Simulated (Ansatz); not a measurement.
Input and command of a calculation in Ansatz (plane waves; scalar-relativistic PAW potentials unless the input names others):

```yaml
crystal:
  lattice:
    - [4.8868112618, 0.0, 0.0]
    - [0.0, 4.8868112618, 0.0]
    - [0.0, 0.0, 4.8868112618]
  atoms:
    - { symbol: Sn, position: [0.0, 0.0, 0.0] }
    - { symbol: Te, position: [0.0, 0.5, 0.5] }
    - { symbol: Te, position: [0.5, 0.0, 0.5] }
    - { symbol: Te, position: [0.5, 0.5, 0.0] }
basis:
  ecutwfc: 420
kpoints:
  mp_grid: { grid: [10, 10, 10] }
hamiltonian:
  xc: pbe
scf:
  occupations: { method: fermi_dirac, width: 0.3 }
  n_extra_bands: 0
  max_iter: 75
output:
  forces: true
  eigenvalues: true
  stress: true
```

```bash
ansatz run input.yaml --threads 1 --pin off --max-ram 2560MiB --backend cpu --events-out ev --progress --plain --runs-dir out
```

Q: What will the program do with this input?

A: The program refuses it, because of too few bands (scf.n_extra_bands: not typed → 0). Also changed, but not at fault: scf.occupations: {"method": "gaussian", "width": 0.1} → {"method": "fermi_dirac", "width": 0.3}. With the sound run's settings it is accepted.

Abridged log:
```
Error: inconsistent input (scf.n_extra_bands, scf.occupations.method): n_bands = 31 leaves no empty band above the 31 bands per channel that the deck's 62 electrons occupy, and the occupations search for the Fermi level (a smearing at a finite width, or tetrahedra): a level found among occupied bands alone can fill a metal as an insulator; raise scf.n_extra_bands until at least 32 bands are solved (omitted, it auto-derives to 41) (see scf.n_extra_bands in the input reference)
```